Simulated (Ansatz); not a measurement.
ScPd3C:
```
ScPd3C
1.0
    4.14763     0.00000     0.00000
    0.00000     4.14763     0.00000
    0.00000     0.00000     4.14763
Sc Pd C
1 3 1
Direct
  0.00000   0.00000   0.00000
  0.00000   0.50000   0.50000
  0.50000   0.00000   0.50000
  0.50000   0.50000   0.00000
  0.50000   0.50000   0.50000
```

Relaxed with PBEsol. Special points in fractions of this cell's reciprocal vectors: Γ (0.000, 0.000, 0.000); X (0.000, 0.500, 0.000); M (0.500, 0.500, 0.000); R (0.500, 0.500, 0.500).

Q: List the band energies nearest the Fermi level at these points for the program Ansatz at the PBEsol with spin–orbit coupling level (PAW).

A: In eV from the Fermi level; about four levels below and three above (degenerate sets whole), none deeper than 8.9 eV; points with the same levels are listed once.

```
k                                below                          above
-  -----------------------------------  -----------------------------
Γ              -1.40 -1.40 -1.40 -1.40            1.35 1.35 1.35 1.35
X              -0.28 -0.28 -0.26 -0.26            0.89 0.89 0.95 0.95
M              -0.45 -0.45 -0.25 -0.25            0.88 0.88 0.91 0.91
R  -0.30 -0.30 -0.30 -0.30 -0.14 -0.14  0.23 0.23 0.31 0.31 0.31 0.31
```

Space group Pm-3m (anti-perovskite). The start of the workflow was typed in or built on a structure type; neither database checked (COD, Materials Project) lists it. Its standing as an ambient phase is unchecked. The cell was relaxed with PBEsol under the symmetry of its start; phonons show weakly imaginary modes. The run is not spin-polarised.

Potentials: the earlier of the program's two PAW sets. The files were generated under PBE; for other functionals the program regenerates the frozen cores, and for LDA and PBEsol the local potential too.
